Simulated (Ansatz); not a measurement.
Input for Ansatz (plane-wave DFT, PAW):

```yaml
crystal:
  lattice:
    - [3.6796457253, 0.0, 0.0]
    - [0.0, 3.6796457253, 0.0]
    - [0.0, 0.0, 3.6796457253]
  atoms:
    - { symbol: "Y", position: [0.0, 0.0, 0.0] }
    - { symbol: Zn, position: [0.5, 0.5, 0.5] }
basis:
  ecutwfc: 500
kpoints:
  mp_grid: { grid: [12, 12, 12] }
hamiltonian:
  xc: r2scan
scf:
  occupations: { method: gaussian, width: 0.1 }
output:
  forces: true
  stress: true
  eigenvalues: true
```

Command:
```bash
ansatz run input.yaml --threads 1 --pin off --max-ram 2560MiB --backend cpu --events-out ev --progress --plain --runs-dir out
```

These are results of DFT r2SCAN, scalar-relativistic, plane waves, PAW in Ansatz 0.2.0, not measurements.

From the run's log, abridged (iterations and final results):

```
SCF iter   1: F=—  HF=-7186.113748 eV  |F-HF|=—  |Δ(HF+E_count)|=         —  Δρ=1.28e-2  dr2=7.48e-2  dr2_τ=3.40e-3  ethr=1.77e-3  ⟨swp⟩=5.3  Hψ=6621  notcnv=0
SCF iter   2: F=—  HF=-7186.122191 eV  |F-HF|=—  |Δ(HF+E_count)|=   8.44e-3  Δρ=3.88e-3  dr2=1.41e-2  dr2_τ=4.14e-4  ethr=3.25e-4  ⟨swp⟩=2.0  Hψ=3011  notcnv=0  defer=13
SCF iter   3: F=—  HF=-7186.115844 eV  |F-HF|=—  |Δ(HF+E_count)|=   6.35e-3  Δρ=1.87e-3  dr2=8.55e-4  dr2_τ=3.81e-4  ethr=6.14e-5  ⟨swp⟩=2.0  Hψ=2009  notcnv=0  defer=13
SCF iter   4: F=—  HF=-7186.116047 eV  |F-HF|=—  |Δ(HF+E_count)|=   2.03e-4  Δρ=7.71e-4  dr2=1.41e-4  dr2_τ=1.58e-5  ethr=3.72e-6  ⟨swp⟩=2.0  Hψ=2298  notcnv=0  defer=13
SCF iter   5: F=—  HF=-7186.116116 eV  |F-HF|=—  |Δ(HF+E_count)|=   6.93e-5  Δρ=1.11e-4  dr2=3.59e-6  dr2_τ=3.90e-7  ethr=6.15e-7  ⟨swp⟩=2.9  Hψ=2246  notcnv=0  defer=13
SCF iter   6: F=—  HF=-7186.116120 eV  |F-HF|=—  |Δ(HF+E_count)|=   3.22e-6  Δρ=1.10e-5  dr2=5.18e-8  dr2_τ=1.21e-8  ethr=4.35e-10  ⟨swp⟩=4.2  Hψ=5876  notcnv=0
SCF iter   7: F=-7186.116120 eV  HF=-7186.116120 eV  |F-HF|=8.84e-10  |Δ(HF+E_count)|=   8.59e-9  Δρ=3.29e-6  dr2=2.91e-9  dr2_τ=3.39e-10  ethr=2.25e-10  ⟨swp⟩=2.0  Hψ=4256  notcnv=0
SCF 1 converged in 7 iterations: F = -7186.116120 eV  dr2 = 2.91e-9
SCF converged after 7 iterations
Free energy (F): -7186.116120 eV
Harris-Foulkes:  -7186.116120 eV  (|F-HF|=8.84e-10)
Internal energy: -7186.107022 eV  (E = F + TS)
E sigma→0 (E₀):  -7186.111571 eV
Entropy (-TS):   -0.009097 eV (-4.549 meV/atom)
Fermi energy:    9.309919 eV
--- Per-component energies (eV) ---
  E_band       = -101.784164
  E_kinetic    = 432.117379
  E_local      = -2347.851664  (includes V_loc(G=0)·N_el)
  E_nonlocal   = 661.435520
  E_hartree    = 931.740882
  E_xc         = -291.415415
  E_vxc        = -275.268346  (∫ρ·V_xc dr)
  E_paw        = -4686.367587  (= ΣΔE_a)
  E_vpaw       = -451.097439  (= ΣTr[D̂ρ^β])
  E_aug_tail   = -0.000046  (compensation charges beyond the density's cutoff)
  E_vtau       = 15.396860  (kinetic-family band-sum trace: ∫τ·v_τ [+ j·A + Jᵃ·Aᵃ] dr)
  E_ewald      = -1885.429520
  E_core_change = -0.336572  (= ΣΔE_core)
  E_smearing   = -0.009097  (= −TS)
--- Forces (eV/Å), atoms counted from 1 ---
  atom   1  Y      0.00000000     0.00000000     0.00000000
  atom   2  Zn     0.00000000     0.00000000     0.00000000
--- Stress (GPa, compression-positive) ---
       -5.146301       0.000000       0.000000
        0.000000      -5.146301       0.000000
        0.000000       0.000000      -5.146301
  P = ⅓ Tr σ = -5.1463 GPa (-51.463 kbar)
--- Band table (eV; the first three rows and the last of 84) ---
  k-point 0: bands = ["-35.3480", "-14.5387", "-14.5387", "-14.5387", "2.1367", "2.1367", "2.2118", "2.3108", "2.3108", "2.3108", "9.4330", "9.4330", "13.4452", "13.4452", "13.4452", "13.8454"]
  k-point 1: bands = ["-35.3468", "-14.5559", "-14.5372", "-14.5372", "2.1402", "2.1469", "2.3086", "2.3086", "2.3099", "2.3119", "9.3881", "9.4613", "12.8284", "12.8284", "13.4532", "13.5113"]
  k-point 2: bands = ["-35.3438", "-14.6027", "-14.5331", "-14.5331", "2.1497", "2.1731", "2.3025", "2.3025", "2.3149", "2.6007", "9.1362", "9.5416", "12.1422", "12.1422", "13.0421", "13.4753"]
  k-point 83: bands = ["-35.3000", "-14.7191", "-14.7191", "-14.7191", "2.2141", "2.2141", "2.2141", "2.4222", "2.4222", "7.5260", "7.5260", "7.5260", "8.7074", "14.1992", "14.1992", "14.1992"]
```

The calculation finished and met its thresholds.

The run took 9.7 s on 1 thread of Arm Neoverse V2 (shared host), peak memory 0.44 GiB.